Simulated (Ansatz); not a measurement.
Here is the system:

HfO₂:
```xyz
6
Lattice="3.5671 0.0000 0.0000 0.0000 3.5671 0.0000 0.0000 0.0000 5.1659" Properties=species:S:1:pos:R:3 pbc="T T T"
Hf     0.0000     0.0000     0.0000
Hf     1.7835     1.7835     2.5830
O      0.0000     1.7835     1.0337
O      0.0000     1.7835     3.6167
O      1.7835     0.0000     1.5493
O      1.7835     0.0000     4.1323
```

This is the PBEsol-relaxed structure.

**Question.** All from PBEsol (plane waves, PAW; program Ansatz), unless another level is named. Estimate the smallest direct gap on the standard path.

**Answer.** 4.65 eV.

**Question.** And the band gap?

**Answer.** 4.57 eV (indirect).

**Question.** And the weight of the conduction-edge state by species (Voronoi cells)?

**Answer.** Hf 53 %, O 47 %.

Space group P4_2/nmc. This is a known high-temperature phase of the composition, computed here at zero pressure and temperature. Symmetry was held in the PBEsol relaxation; whether a distortion lowers the energy is not shown. The run is not spin-polarised. Scalar-relativistic: spin–orbit coupling is off unless named, which matters more the heavier the elements.

Potentials: the later of the program's two PAW sets.
